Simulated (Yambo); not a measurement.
G0W0@LDA for Ba2MgMoO6 (space group Fm-3m, No. 225) in Yambo. Reference settings: 2×2×2 Γ-centred k mesh, bands 3 to 214 and a 7 Ry block in the screening, 214 bands in G with the Bruneval-Gonze terminator, plasmon pole fitted at 27.2 eV. The LDA gap Γ → X on this mesh is 1.98 eV; G0W0 gaps are taken between the same points.

The settings were changed. The gap went from 3.52 eV to 3.89 eV, and the shift of the valence edge from -0.35 eV to -0.13 eV.

**Question.** Which change was made?
A) 64 bands in W, 64 bands in G, 2 Ry block
B) 64 bands in W, 64 bands in G, 3 Ry block
C) 64 bands in W, 64 bands in G
D) 91 bands in W, 91 bands in G, 2 Ry block

**Answer.** C, 64 bands in W, 64 bands in G. The others gave (gap, valence shift): 64 bands in W, 64 bands in G, 2 Ry block: 4.23, -0.40 eV; 64 bands in W, 64 bands in G, 3 Ry block: 4.12, -0.30 eV; 91 bands in W, 91 bands in G, 2 Ry block: 3.99, -0.33 eV.

Spin-orbit coupling is not included.

Geometry of the Materials Project entry, not relaxed at this level; primitive cell a = b = c = 5.8070 Å, α = β = γ = 60.00°.

The structure is a Materials Project entry; no match was found in the copy of COD used, and its stability was not checked.

A shift is the quasiparticle energy of the state minus its LDA energy.
